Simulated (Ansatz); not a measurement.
LiNbO2:
```xyz
8
Lattice="2.8921 0.0000 0.0000 -1.4460 2.5046 0.0000 0.0000 0.0000 10.3926" Properties=species:S:1:pos:R:3 pbc="T T T"
Li     0.0000     0.0000     0.0000
Li     0.0000     0.0000     5.1963
Nb     0.0000     1.6697     7.7945
Nb     1.4460     0.8349     2.5982
O      0.0000     1.6697     1.2823
O      1.4460     0.8349     9.1104
O      1.4460     0.8349     6.4786
O      0.0000     1.6697     3.9141
```

DFT-PBEsol in the program Ansatz with PAW potentials gives a gap of 1.66 eV without spin–orbit coupling, maximum at Γ, minimum at Γ.

Q: What happens when spin–orbit coupling is switched on?

A: The gap drops by 0.05 eV, to 1.61 eV; maximum at Γ, minimum at Γ.

Q: Give the electron effective mass with spin–orbit coupling.

A: 1.1, 1.1, 6.3 mₑ (principal values).

Q: Give the hole effective mass with spin–orbit coupling.

A: 0.48, 0.48, 2.0 mₑ (principal values).

Space group P6_3/mmc. The workflow started from a Materials Project entry (that database holds measured and hypothetical structures alike); the Crystallography Open Database files this formula in space group No. 194, but the cells were not matched. Whether it is the stable phase at ambient conditions was not checked. The cell was relaxed with PBEsol under the symmetry of its start; whether a distortion lowers the energy is not shown. The run is not spin-polarised.

Potentials: the later of the program's two PAW sets.
